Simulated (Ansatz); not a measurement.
Consider the following.

BaHfO3:
```yaml
crystal:
  lattice:
    - [4.15753, 0.00000, 0.00000]
    - [0.00000, 4.15753, 0.00000]
    - [0.00000, 0.00000, 4.15753]
  atoms:
    - { symbol: Ba, position: [0.50000, 0.50000, 0.50000] }
    - { symbol: Hf, position: [0.00000, 0.00000, 0.00000] }
    - { symbol: O, position: [0.00000, 0.50000, 0.00000] }
    - { symbol: O, position: [0.50000, 0.00000, 0.00000] }
    - { symbol: O, position: [0.00000, 0.00000, 0.50000] }
```

This is the PBEsol-relaxed structure.

### Question
All from the program Ansatz at the PBEsol level (PAW), unless another level is named. Give the Young's modulus.

### Answer
263 GPa.

### Question
What about the elastic constants (relaxed ions, GPa)?

### Answer
C11 = 343, C12 = 82.5, C44 = 92.3.

Space group Pm-3m (cubic perovskite). Symmetry was held in the PBEsol relaxation. The run is not spin-polarised. Scalar-relativistic: spin–orbit coupling is off unless named, which matters more the heavier the elements.

Potentials: the later of the program's two PAW sets.
